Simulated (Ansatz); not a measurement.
This guess for AlGa3P4 is about to be relaxed.

```yaml
crystal:
  lattice:
    - [5.32978, 0.00000, 0.00000]
    - [0.00000, 5.32978, 0.00000]
    - [0.00000, 0.00000, 5.32978]
  atoms:
    - { symbol: Al, position: [0.00000, 0.00000, 0.00000] }
    - { symbol: Ga, position: [0.50000, 0.00000, 0.50000] }
    - { symbol: Ga, position: [0.50000, 0.50000, 0.00000] }
    - { symbol: Ga, position: [0.00000, 0.50000, 0.50000] }
    - { symbol: P, position: [0.75000, 0.25000, 0.25000] }
    - { symbol: P, position: [0.75000, 0.75000, 0.75000] }
    - { symbol: P, position: [0.25000, 0.25000, 0.75000] }
    - { symbol: P, position: [0.25000, 0.75000, 0.25000] }
```

The calculation used DFT PBE, scalar-relativistic, plane waves, PAW (Ansatz 0.2.0). Cutoff 420 eV, Gaussian smearing, Γ-centred meshes. Cell and atoms relax first on a coarse mesh and then on a converged one. In between, the cell is made exact in the group found at 0.06 Å. The steps can't lower the symmetry of their start. No spin polarisation.

A guess keeps its type if space group and coordination stay and the shape of the cell changes little (axis ratios within about 15 %, angles within 6°); the volume may change.

**Question.** Will the relaxed cell still be of the starting type?

**Answer.** It keeps its type. The symmetry stays P-43m (No. 215). The volume per atom grows by 10.3 %, from 18.9 to 20.9 Å³. The shortest distance goes from 2.31 Å (Al–P and Ga–P) to 2.38 Å (Al–P). Counting neighbours within 15 % of an atom's shortest distance, the start has Al 4, Ga 4, P 4 and the end Al 4, Ga 4, P 4.

The last run used a 6×6×6 mesh for its 8-atom cell and Gaussian smearing of 0.02 eV. Symmetry constrained the relaxation, so the result can be a saddle point.
